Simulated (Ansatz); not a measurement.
## Ag: stationary points along a deformation path

All numbers below come from Ansatz 0.2.0, DFT r2SCAN, scalar-relativistic, plane waves, PAW. Settings: plane waves to 500 eV, k-mesh 24×24×24 (Γ-centred), Gaussian smearing 0.15 eV. No spin polarisation. Energies are free energies at this smearing, counted from the undisturbed cell; pressure is positive in compression.

The undisturbed cell (relaxed at this level; this form isn't the usual structure):

```yaml
crystal:
  lattice:
    - [1.45235, 0.83852, 7.10726]
    - [-1.45235, 0.83852, 7.10726]
    - [0.00000, -1.67703, 7.10726]
  atoms:
    - { symbol: Ag, position: [0.00000, 0.00000, 0.00000] }
    - { symbol: Ag, position: [0.77771, 0.77771, 0.77771] }
    - { symbol: Ag, position: [0.22229, 0.22229, 0.22229] }
```

At fixed volume and fractional coordinates, lengths along (0.000, 0.000, 1.000) are scaled against those across it; ρ is that ratio over its starting value. V = 17.311 Å³/atom. Δσ is the stress along the axis less the mean stress across it (compression positive).

| ρ | ΔE (meV/atom) | Δσ (GPa) | space group |
| --- | --- | --- | --- |
| 0.850 | 79.4 | 11.88 | R-3m |
| 0.920 | 24.9 | 7.15 | R-3m |
| 1.000 | 0.0 | 0.58 | R-3m |
| 1.100 | 30.0 | -9.46 | R-3m |
| 1.200 | 119.5 | -19.34 | R-3m |

Q: How does the stress give the slope of the energy, and where is the energy stationary?

A: Along the path d ln(length) is 2/3 d ln ρ on the axis and −1/3 d ln ρ across it, so dE/d ln ρ = −(2/3) V Δσ: the energy falls with ρ where Δσ is positive. Δσ vanishes or changes sign between ρ = 1.000 and 1.100, a minimum (near 1.01 by linear interpolation). Pairs of stationary points between two samples would go unseen, and could change a minimum read from distant neighbours into a maximum.

Q: Integrate that slope from ρ = 1 to 0.850 by the trapezoid rule.

A: With V/N in Å³ and 1 eV/Å³ = 160.2 GPa the slopes at ρ = 1.000, 0.920, 0.850 are -41, -515, -856 meV/atom per unit of ln ρ. The steps add 23.2 + 54.2 = 77.4 meV/atom, against 79.4 from the energies; the trapezoid rule misses the curvature of the slope within each step.

In a metal these slopes depend on the k mesh and the smearing.

Cost: 5 runs of about 14 core-minutes in all, on Intel Xeon Processor @ 2.70GHz (shared hosts).